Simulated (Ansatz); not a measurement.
CdHgSe₂:
```cif
data_CdHgSe2
_chemical_formula_sum 'Cd1 Hg1 Se2'
_space_group_name_H-M_alt 'P-4m2'
_space_group_IT_number 115
_space_group_name_Hall 'P -4 -2'
_cell_length_a 4.36080
_cell_length_b 4.36080
_cell_length_c 6.14060
_cell_angle_alpha 90.000
_cell_angle_beta 90.000
_cell_angle_gamma 90.000
loop_
_atom_site_label
_atom_site_type_symbol
_atom_site_symmetry_multiplicity
_atom_site_Wyckoff_symbol
_atom_site_fract_x
_atom_site_fract_y
_atom_site_fract_z
_atom_site_occupancy
Cd1 Cd 1 c 0.50000 0.50000 0.50000 1
Hg1 Hg 1 a 0.00000 0.00000 0.00000 1
Se1 Se 2 g 0.00000 0.50000 0.25304 1
```

Relaxed with r²SCAN.

Task: Tabulate the valence density and the electron localisation function along the shortest Cd–Se contact (2.66 Å), r²SCAN in the plane-wave PAW code Ansatz.

Result: 

```tsv
distance from Cd (Å)	density (e/Å³)	ELF
0.27	19.75	0.81
0.40	13.69	0.68
0.53	8.16	0.56
0.66	4.17	0.47
0.80	1.89	0.35
0.93	0.86	0.23
1.06	0.48	0.15
1.20	0.37	0.19
1.33	0.37	0.39
1.46	0.44	0.66
1.59	0.57	0.79
1.73	0.75	0.83
1.86	1.09	0.82
1.99	2.11	0.77
2.12	4.85	0.64
2.26	11.53	0.43
2.39	23.90	0.23
```

The density is the valence pseudo-density with augmentation charge, so density and ELF within about 1 Å of a nucleus are not all-electron values.

The first step of the workflow began from a Materials Project structure, measured or hypothetical; the Crystallography Open Database copy checked does not list it. With Cd and Hg taken as one species the cell has the higher symmetry F-43m, so it may be an ordered model of a mixed-site phase. Whether it is the stable phase at ambient conditions was not checked. The r²SCAN relaxation kept the symmetry of its start; whether a distortion lowers the energy is not shown. Scalar-relativistic: spin–orbit coupling is off unless named, which matters more the heavier the elements.

Potentials: the later of the program's two PAW sets.
